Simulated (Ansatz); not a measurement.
One crystal and one scan (energy over volume and axial ratio) at two levels, PBE (plane waves to 420 eV, PAW, scalar-relativistic; Ansatz, an electronic-structure program) and r2SCAN (plane waves to 500 eV, PAW, scalar-relativistic; Ansatz), each from its own relaxed cell and on its own mesh. The cell shown is that of PBE.

GaN (zinc blende)

```
GaN
1.0
    0.00000     2.27427     2.27427
    2.27427     0.00000     2.27427
    2.27427     2.27427     0.00000
N Ga
1 1
Cartesian
  1.13713   1.13713   1.13713
  0.00000   0.00000   0.00000
```

The relaxed cell is deformed in two ways at once: its volume V is scaled, and at that volume it is stretched along z (the c axis of the conventional cell) so that c/a changes. Fractional atomic positions are held.

E stands for the smeared free energy. GaN was relaxed with its symmetry unable to fall. Percentages come from the unrounded values.

Results of PBE:

```
Quantity                                                     Result
-----------------------------------------------------------  ------
Lattice constant a (Å)                                        4.549
Shear modulus C′ = (C11 − C12)/2 (fit, atoms clamped) (GPa)      61
```

Question: What does r2SCAN give for the same quantities?

Answer: 
| quantity | r2SCAN | PBE − r2SCAN |
|---|---|---|
| Lattice constant a (Å) | 4.498 | +0.051 (+1.1 %) |
| Shear modulus C′ = (C11 − C12)/2 (fit, atoms clamped) (GPa) | 66 | -5 (-7 %) |

PBE gives the higher value for: lattice constant a. PBE gives the lower value for: shear modulus C′. Neither level is exact: the differences show how much the result hangs on the functional.

(Under strain, the slope of the energy per volume gives the stress and its curvature an elastic modulus.)
